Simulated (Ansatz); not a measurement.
Space group P6_3/mmc (No. 194). a = 3.140 Å, b = 3.140 Å, c = 13.629 Å, α = 90.00°, β = 90.00°, γ = 120.00°
```tsv
atom	site	symmetry	x	y	z
Ti	4f	3m.	0.3333	0.6667	0.0811
Sn	2d	-6m2	0.3333	0.6667	0.7500
C	2a	-3m.	0.0000	0.0000	0.0000
```

Equation of state of this Ti$_{2}$SnC structure (not necessarily the ground state), with shape and atoms relaxed at each volume where symmetry leaves them free. It has no gap at any of these volumes. Theory: DFT PBEsol, scalar-relativistic, plane waves, PAW (Ansatz).

Settings: cutoff 420 eV, Γ-centred mesh 12×12×4 on the computed 8-atom cell, Gaussian smearing of 0.10 eV; no spin polarisation.

```csv
V (Å³/atom),E − E(largest V) (meV/atom),P (GPa)
13.670,5.23,10.56
14.106,-15.46,4.83
14.543,-21.77,-0.02
14.979,-15.96,-4.09
15.415,0.00,-7.49
```

Fit a third-order Birch–Murnaghan equation to E(V).

V0 = 14.54 Å³/atom, B0 = 148 GPa, B0' = 4.8.